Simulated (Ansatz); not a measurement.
CuI:
```cif
data_Cu4I4
_chemical_formula_sum 'Cu4 I4'
_space_group_name_H-M_alt 'F-43m'
_space_group_IT_number 216
_space_group_name_Hall 'F -4 2 3'
_cell_length_a 6.09397
_cell_length_b 6.09397
_cell_length_c 6.09397
_cell_angle_alpha 90.000
_cell_angle_beta 90.000
_cell_angle_gamma 90.000
loop_
_atom_site_label
_atom_site_type_symbol
_atom_site_symmetry_multiplicity
_atom_site_Wyckoff_symbol
_atom_site_fract_x
_atom_site_fract_y
_atom_site_fract_z
_atom_site_occupancy
Cu1 Cu 4 c 0.25000 0.25000 0.25000 1
I1 I 4 a 0.00000 0.00000 0.00000 1
```
(The calculation used a cell of 2 atoms; values per cell refer to that cell.)

This is the HSE06-relaxed structure.

Task: All from DFT-HSE06 in the program Ansatz with PAW potentials, unless another level is named. Estimate the gap with spin–orbit coupling.

Result: 2.37 eV (at the special points and the edges found without it).

Task: And the band gap?

Result: 2.59 eV (direct).

Task: Predict the valence-band maximum.

Result: at Γ.

The cell was relaxed with HSE06 under the symmetry of its start. The run is not spin-polarised. The hybrid was solved on a coarse mesh, the path and, where they were found, the r²SCAN edge points; its band edges are the extreme levels among these. Scalar-relativistic: spin–orbit coupling is off unless named, which matters more the heavier the elements.

Potentials: the earlier of the program's two PAW sets. The files were generated under PBE; for other functionals the program regenerates the frozen cores, and for LDA and PBEsol the local potential too.
